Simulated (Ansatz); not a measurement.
LuAs (zincblende type) under strong compression

```
CELL_PARAMETERS angstrom
0.00000 3.09732 3.09732
3.09732 0.00000 3.09732
3.09732 3.09732 0.00000
ATOMIC_POSITIONS crystal
Lu 0.00000 0.00000 0.00000
As 0.25000 0.25000 0.25000
```

The cell comes from a relaxation on PAW files under the same functional, begun from a prototype that needn't be the stable phase.

Its volume is scaled at fixed shape and fractional positions.

Level of theory: DFT with LDA, scalar-relativistic, in Ansatz 0.2.0; a Γ-centred 11×11×11 k mesh, Fermi–Dirac smearing of 0.05 eV, no spin polarisation. LAPW: all electrons, basis error target 1 meV/atom; PAW: frozen-core files, cutoff 420 eV; crystal datasets: all electrons, by PAW datasets that the program makes for each cell; PAW (core large): files with a larger core, cutoff 420 eV.

Energies are extrapolated to zero smearing and count from the unscaled cell; pressure is positive in compression; gaps take the mesh and a band path. No temperature or zero-point motion is included.

Spin–orbit coupling is left out, which matters for the heavy atoms. The PAW files were made under PBE. The structure type is held throughout; the real material can change phase at far lower pressure.

```json
{"V/V0": "1.00", "V (Å³/atom)": "29.71", "P LAPW (GPa)": "0.00", "ΔE LAPW (eV/atom)": "0.000", "P PAW − LAPW (GPa)": "0.00", "ΔE PAW − LAPW (meV/atom)": "0.0", "gap (eV)": "1.47"}
{"V/V0": "0.92", "V (Å³/atom)": "27.34", "P LAPW (GPa)": "5.78", "ΔE LAPW (eV/atom)": "0.040", "P PAW − LAPW (GPa)": "0.00", "ΔE PAW − LAPW (meV/atom)": "0.0", "gap (eV)": "–"}
{"V/V0": "0.84", "V (Å³/atom)": "24.96", "P LAPW (GPa)": "14.35", "ΔE LAPW (eV/atom)": "0.185", "P PAW − LAPW (GPa)": "-0.01", "ΔE PAW − LAPW (meV/atom)": "0.0", "gap (eV)": "–"}
{"V/V0": "0.76", "V (Å³/atom)": "22.58", "P LAPW (GPa)": "27.2", "ΔE LAPW (eV/atom)": "0.487", "P PAW − LAPW (GPa)": "-0.01", "ΔE PAW − LAPW (meV/atom)": "-0.1", "gap (eV)": "–"}
{"V/V0": "0.68", "V (Å³/atom)": "20.21", "P LAPW (GPa)": "46.8", "ΔE LAPW (eV/atom)": "1.025", "P PAW − LAPW (GPa)": "-0.02", "ΔE PAW − LAPW (meV/atom)": "-0.2", "gap (eV)": "–"}
{"V/V0": "0.60", "V (Å³/atom)": "17.83", "P LAPW (GPa)": "?", "ΔE LAPW (eV/atom)": "?", "P PAW − LAPW (GPa)": "?", "ΔE PAW − LAPW (meV/atom)": "?", "gap (eV)": "?"}
{"V/V0": "0.52", "V (Å³/atom)": "15.45", "P LAPW (GPa)": "125.0", "ΔE LAPW (eV/atom)": "3.402", "P PAW − LAPW (GPa)": "0.09", "ΔE PAW − LAPW (meV/atom)": "-0.1", "gap (eV)": "0.00"}
{"V/V0": "0.45", "V (Å³/atom)": "13.37", "P LAPW (GPa)": "196.8", "ΔE LAPW (eV/atom)": "5.446", "P PAW − LAPW (GPa)": "0.41", "ΔE PAW − LAPW (meV/atom)": "3.0", "gap (eV)": "0.00"}
```

Task: Fit the Vinet equation to the LAPW pressures shown (residuals weighted by 1/(|P| + 0.03·Pmax)), and predict the pressure of the withheld row.

Result: The fit gives V0 = 29.71 Å³/atom, B0 = 58.9 GPa and B0′ = 3.92. At 17.83 Å³/atom, x = (V/V0)^(1/3) = 0.8434, and P = 3·B0·(1 − x)/x²·exp[1.5·(B0′ − 1)·(1 − x)] = 77.2 GPa. The run itself gave 77.3 GPa (-0.2 % off) and ΔE = 1.930 eV/atom.

Task: From the table, what is the rise of the enthalpy H = E + pV up to the last row, and how stiff is the crystal between the last two rows?

Result: ΔH = 5.446 eV + (196.8 GPa × 13.37 Å³ + 0.00 GPa × 29.71 Å³) × 0.006242 eV/(GPa·Å³) = 21.87 eV/atom, of which pV makes 75 %. The mean bulk modulus there is −ΔP/Δln V = 496 GPa.

Task: At the smallest volume, how far do crystal datasets and PAW (core large) lie from LAPW in pressure?

Result: crystal datasets: 0.00 GPa; PAW (core large): +0.41 GPa, on a LAPW pressure of 196.8 GPa.

Task: How do the Löwdin populations by LAPW change from the unscaled cell to the last row?

Result: Lu 5s 1.97 → 1.87, Lu 6s 0.57 → 0.43, Lu 5p 5.98 → 5.86, Lu 5d 1.87 → 3.71, Lu 4f 13.99 → 13.92, As 3s 1.99 → 1.95, As 4s 1.53 → 1.19, As 4p 4.05 → 3.05 electrons an atom. These are projections on the shells that the free atoms fill; 0.05 e a cell lies outside them at the start and 0.06 e at the end.
